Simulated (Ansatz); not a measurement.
This run works on a generated trial structure, not on a known crystal.

Input and command of a plane-wave DFT calculation in Ansatz:

```yaml
crystal:
  lattice:
    - [0.0, 5.1624487578, 5.1624487578]
    - [5.1624487578, 0.0, 5.1624487578]
    - [5.1624487578, 5.1624487578, 0.0]
  atoms:
    - { symbol: Nd, position: [0.625, 0.625, 0.625] }
    - { symbol: Nd, position: [0.625, 0.625, 0.125] }
    - { symbol: Nd, position: [0.625, 0.125, 0.625] }
    - { symbol: Nd, position: [0.125, 0.625, 0.625] }
    - { symbol: Al, position: [0.25, 0.25, 0.25] }
    - { symbol: Al, position: [0.0, 0.0, 0.0] }
    - { symbol: O, position: [0.75, 0.75, 0.75] }
    - { symbol: O, position: [0.5, 0.5, 0.5] }
basis:
  ecutwfc: 660
kpoints:
  mp_grid: { grid: [6, 6, 6] }
hamiltonian:
  xc: pbe
  pseudopotentials:
    kind: paw
    azcp: { Nd: "pseudopotentials/pbe/nc/lanthanide_3plus/Nd.nc.azcp" }
scf:
  occupations: { method: gaussian, width: 0.1 }
output:
  forces: true
  stress: true
  eigenvalues: true
relax:
  adjacent_minimum: "off"
  f_tol: 0.01
  max_steps: 80
  cell: { stress_tol: 0.05 }
```

```bash
ansatz run input.yaml --threads 1 --pin off --max-ram 2560MiB --backend cpu --events-out ev --progress --plain --runs-dir out
```

Processor: Intel(R) Xeon(R) Platinum 8488C (Sapphire Rapids), 1 thread, on a host shared with other jobs.

Task: Estimate time, memory and problem size.

Result: About 73 s, peak memory 0.8 GiB. It solves 39 bands at 16 k points (after reduction by symmetry) with about 10777 plane waves (on the last cell), in 20 SCF iterations over 3 ionic steps.

With its 4f electrons in the core of a norm-conserving potential, the lanthanide is trivalent by construction, without f bands, f moments or other valences.
